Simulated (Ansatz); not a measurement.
FeS2:
```xyz
12
Lattice="5.3237 0.0000 0.0000 0.0000 5.3237 0.0000 0.0000 0.0000 5.3237" Properties=species:S:1:pos:R:3 pbc="T T T"
Fe     0.0000     0.0000     0.0000
Fe     2.6618     2.6618     0.0000
Fe     0.0000     2.6618     2.6618
Fe     2.6618     0.0000     2.6618
S      2.0320     2.0320     2.0320
S      4.6938     0.6299     3.2917
S      3.2917     4.6938     0.6299
S      0.6299     3.2917     4.6938
S      3.2917     3.2917     3.2917
S      0.6299     4.6938     2.0320
S      2.0320     0.6299     4.6938
S      4.6938     2.0320     0.6299
```

Relaxed with PBEsol. Special points in fractions of this cell's reciprocal vectors: Γ (0.000, 0.000, 0.000); X (0.000, 0.500, 0.000); M (0.500, 0.500, 0.000); R (0.500, 0.500, 0.500); X1 (0.500, 0.000, 0.000).

List the band energies nearest the valence-band maximum at these points for PBEsol (plane waves, PAW; program Ansatz).

In eV from the valence-band maximum; about four levels below and three above (degenerate sets whole), none deeper than 8.9 eV; points with the same levels are listed once.

```csv
k,below,above
Γ,-0.32 -0.32 -0.32 -0.07,0.24 1.65 1.65 1.65
X,-0.17 -0.17 -0.02 -0.02,1.65 1.65 1.71 1.71
M,-0.17 -0.17 -0.17 -0.17,1.88 1.88 1.88 1.88
R,-0.42 -0.42 -0.42 -0.42,1.60 1.60 1.60 1.60
```

Space group Pa-3. The PBEsol relaxation kept the symmetry of its start. The workflow began spin-polarised and lost its moments.

Potentials: the later of the program's two PAW sets.
